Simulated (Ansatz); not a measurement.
## Ga: do energies and stresses tell the same story?

Theory: Ansatz 0.2.0, DFT PBEsol, scalar-relativistic, plane waves, PAW.

Plane waves to 420 eV, a k mesh through Γ of 12×12×10 on the computed 4-atom cell and Gaussian smearing (0.10 eV); no spin polarisation.

Relaxed cell: Cmce, a = 4.471 Å, b = 7.594 Å, c = 4.492 Å, α = 90.00°, β = 90.00°, γ = 90.00°, 4 atoms in the primitive cell.

Energies at zero smearing and pressures from the stress tensor, at volumes with shape and atoms relaxed:
| V (Å³/atom) | E − E(first) (meV/atom) | P (GPa) |
| --- | --- | --- |
| 16.775 | 0.00 | 10.71 |
| 17.347 | -31.92 | 7.28 |
| 17.919 | -52.59 | 4.40 |
| 18.491 | -63.85 | 1.99 |
| 19.063 | -67.28 | 0.00 |
| 19.635 | -64.22 | -1.64 |
| 20.207 | -55.77 | -3.01 |
| 20.969 | -37.74 | -4.47 |

Task: Check P = −dE/dV between neighbouring volumes, and get the bulk modulus from the pressures alone.

Result: With 1 eV/Å³ = 160.2 GPa:
```tsv
middle V (Å³/atom)	−ΔE/ΔV (GPa)	mean P (GPa)
17.061	8.943	8.994
17.633	5.790	5.837
18.205	3.155	3.195
18.777	0.959	0.999
19.349	-0.857	-0.818
19.921	-2.365	-2.327
20.588	-3.789	-3.742
```

The two differ by 0.05 GPa at most. The mean of two end pressures misses the average over a step by about ΔV² P″/12, up to 0.05 GPa here; with that taken off 0.02 GPa remains. Around V = 19.063 Å³/atom, the two neighbours give B = −V ΔP/ΔV = 19.063 × 3.63 / 1.144 = 60.6 GPa, against B0 = 60.4 GPa from the Birch–Murnaghan fit of the energies.

Cost: 9 runs of about 17 core-minutes in all, on Arm Neoverse V2 (shared hosts).